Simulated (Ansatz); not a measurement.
## Structures of Si3N4: which is lowest?

Plane-wave DFT in Ansatz with scalar-relativistic PAW potentials, cutoff 420 eV, Γ-centred meshes chosen by cell and gap, Gaussian smearing with energies taken to zero width. Every cell was relaxed (cell and atoms) in a run of its own, within the symmetry of its start. Functional: PBEsol.

Relaxed structures (starts from databases or built by putting these elements on another compound's sites):
A. P6_3/m, 14 atoms in the computed cell, a = 7.624 Å, c = 2.910 Å; sites (symmetry × multiplicity) Si m.. × 6, N -6.. × 2 + m.. × 6; start: database
B. I-43d, 14 atoms in the computed cell, a = 6.455 Å; sites (symmetry × multiplicity) Si -4.. × 12, N .3. × 16; start: database
C. Fd-3m, 14 atoms in the computed cell, a = 7.744 Å; sites (symmetry × multiplicity) Si -43m × 8 + .-3m × 16, N .3m × 32; start: database

Problem. Rank them by energy. Could pressure change the order?

Solution.
```csv
structure,group,E − E(lowest) (meV/atom),V (Å³/atom),gap on mesh (eV)
A,P6_3/m,0.0,10.46,4.20
C,Fd-3m,78,8.29,3.29
B,I-43d,84,9.61,3.98
```

A is lowest, 78 meV/atom under C. C is denser by 2.17 Å³/atom, so pressure favours it: ΔE/ΔV, with ΔE in eV and 1 eV/Å³ = 160.2 GPa, gives about 6 GPa for equal enthalpy if both cells were rigid, a rough figure since the two compress differently. Other structures may lie lower than all of these, and vibrations aren't counted.